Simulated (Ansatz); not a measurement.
Relaxation of a randomly generated symmetric cell of La2O3 (space group No. 194); 10 atoms in the cell, which starts as P6₃/mmc (No. 194), hP10; a = 4.686 Å, b = 4.686 Å, c = 10.133 Å, α = 90.00°, β = 90.00°, γ = 120.00°. Method: r2SCAN (plane waves to 500 eV, PAW, scalar-relativistic; Ansatz, an electronic-structure program). Γ-centred k-mesh 6×6×3 on the run's cell (coarser than for final values), Fermi–Dirac smearing 0.05 eV. This is the first round of the run. 

The optimiser's lines from the output (shortened; P is positive under compression):

```
relax step   1: F+E_penalty+E_count = -28475.42584725 eV  Δ(F+E_penalty+E_count) = +0.000e0 eV  max|allowed force component| = 4.620e-1 eV/Å  Δτ_max = 0.0000 Å  P = -12.730 GPa  Ω = 192.714 Å³  (10 SCF iters, dr2 threshold 1.00e-7 eV, accepted)
relax step   2: F+E_penalty+E_count = -28476.96229986 eV  Δ(F+E_penalty+E_count) = -1.536e0 eV  max|allowed force component| = 1.715e0 eV/Å  Δτ_max = 0.0300 Å  P = -3.698 GPa  Ω = 168.393 Å³  (7 SCF iters, dr2 threshold 1.00e-6 eV, accepted)
relax step   3: F+E_penalty+E_count = -28477.43395412 eV  Δ(F+E_penalty+E_count) = -4.717e-1 eV  max|allowed force component| = 3.760e0 eV/Å  Δτ_max = 0.0494 Å  P = +7.084 GPa  Ω = 152.175 Å³  (8 SCF iters, dr2 threshold 1.00e-6 eV, accepted)
relax step   4: F+E_penalty+E_count = -28481.28898333 eV  Δ(F+E_penalty+E_count) = -3.855e0 eV  max|allowed force component| = 7.007e0 eV/Å  Δτ_max = 0.1998 Å  P = +16.973 GPa  Ω = 138.264 Å³  (9 SCF iters, dr2 threshold 1.00e-6 eV, accepted)
relax step   5: F+E_penalty+E_count = -28485.40958903 eV  Δ(F+E_penalty+E_count) = -4.121e0 eV  max|allowed force component| = 4.271e0 eV/Å  Δτ_max = 0.1954 Å  P = +14.982 GPa  Ω = 135.965 Å³  (7 SCF iters, dr2 threshold 1.00e-6 eV, accepted)
relax step   6: F+E_penalty+E_count = -28488.38562819 eV  Δ(F+E_penalty+E_count) = -2.976e0 eV  max|allowed force component| = 2.143e0 eV/Å  Δτ_max = 0.1658 Å  P = +3.121 GPa  Ω = 144.113 Å³  (7 SCF iters, dr2 threshold 1.00e-6 eV, accepted)
relax step   7: F+E_penalty+E_count = -28489.61475296 eV  Δ(F+E_penalty+E_count) = -1.229e0 eV  max|allowed force component| = 2.758e-2 eV/Å  Δτ_max = 0.1977 Å  P = +15.004 GPa  Ω = 138.028 Å³  (8 SCF iters, dr2 threshold 1.00e-6 eV, accepted)
relax step   8: F+E_penalty+E_count = -28490.26646078 eV  Δ(F+E_penalty+E_count) = -6.517e-1 eV  max|allowed force component| = 2.059e-1 eV/Å  Δτ_max = 0.0401 Å  P = -0.672 GPa  Ω = 152.229 Å³  (7 SCF iters, dr2 threshold 1.00e-6 eV, accepted)
relax step   9: F+E_penalty+E_count = -28490.56389230 eV  Δ(F+E_penalty+E_count) = -2.974e-1 eV  max|allowed force component| = 2.863e-2 eV/Å  Δτ_max = 0.0262 Å  P = -0.035 GPa  Ω = 154.391 Å³  (7 SCF iters, dr2 threshold 1.00e-6 eV, accepted)
relax step  10: F+E_penalty+E_count = -28490.66806419 eV  Δ(F+E_penalty+E_count) = -1.042e-1 eV  max|allowed force component| = 1.476e-2 eV/Å  Δτ_max = 0.0046 Å  P = +0.272 GPa  Ω = 157.355 Å³  (7 SCF iters, dr2 threshold 1.00e-6 eV, accepted)
relax step  11: F+E_penalty+E_count = -28490.66999316 eV  Δ(F+E_penalty+E_count) = -1.929e-3 eV  max|allowed force component| = 6.518e-3 eV/Å  Δτ_max = 0.0031 Å  P = -0.022 GPa  Ω = 158.234 Å³  (5 SCF iters, dr2 threshold 9.73e-7 eV, accepted)
relax step  12: F+E_penalty+E_count = -28490.67001885 eV  Δ(F+E_penalty+E_count) = -2.569e-5 eV  max|allowed force component| = 2.634e-3 eV/Å  Δτ_max = 0.0009 Å  P = +0.010 GPa  Ω = 158.223 Å³  (5 SCF iters, dr2 threshold 4.82e-9 eV, accepted)
relax step  13: F+E_penalty+E_count = -28490.66849471 eV  Δ(F+E_penalty+E_count) = +1.524e-3 eV  max|allowed force component| = 1.430e-3 eV/Å  Δτ_max = 0.0000 Å  P = +0.132 GPa  Ω = 158.223 Å³  stress off target by 3.72e-1 GPa  SCF on the basis re-selected at this cell (its energy is not comparable with the rows above)  (8 SCF iters)
relax step  14: F+E_penalty+E_count = -28490.66926419 eV  Δ(F+E_penalty+E_count) = -7.695e-4 eV  max|allowed force component| = 4.596e-4 eV/Å  Δτ_max = 0.0007 Å  P = +0.024 GPa  Ω = 158.699 Å³  (5 SCF iters, dr2 threshold 3.47e-7 eV, accepted)
relax step  15: F+E_penalty+E_count = -28490.66925951 eV  Δ(F+E_penalty+E_count) = +4.682e-6 eV  max|allowed force component| = 2.985e-5 eV/Å  Δτ_max = 0.0002 Å  P = +0.001 GPa  Ω = 158.801 Å³  (5 SCF iters, dr2 threshold 1.07e-8 eV, accepted)
relax step  16: F+E_penalty+E_count = -28490.66943395 eV  Δ(F+E_penalty+E_count) = -1.744e-4 eV  max|allowed force component| = 3.803e-5 eV/Å  Δτ_max = 0.0000 Å  P = -0.000 GPa  Ω = 158.801 Å³  stress off target by 9.90e-5 GPa  SCF on the basis re-selected at this cell (its energy is not comparable with the rows above)  (7 SCF iters)
```

From the first to the last row the energy changes by -1.52 eV/atom and the volume by -17.6 %. The last row is marked as not comparable with the walk above it, whose basis was carried along; it does compare with step 1, since both stand on a basis selected at the nominal cutoff for their own cell.

Later rounds, restarted from the end of this one on a renewed k-mesh, logged 4 more steps and released under 1 meV/atom more. The final structure after all rounds: P6₃/mmc (No. 194), hP10; a = 3.9035 Å, b = 3.9035 Å, c = 12.0342 Å, α = 90.00°, β = 90.00°, γ = 120.00°. Between re-selections the logged energies stand on a plane-wave basis carried along with the cell. No spin polarisation in the result.

The run could not lose the symmetry of its start: the end is stationary, and may be a saddle point rather than a minimum.

The relaxed structure here is a generated cell of La2O3: the first start was made by a random draw of sites in a space group, and the end was not matched to a known phase here, so it may be hypothetical. Known forms of La2O3 include space group No. 164.
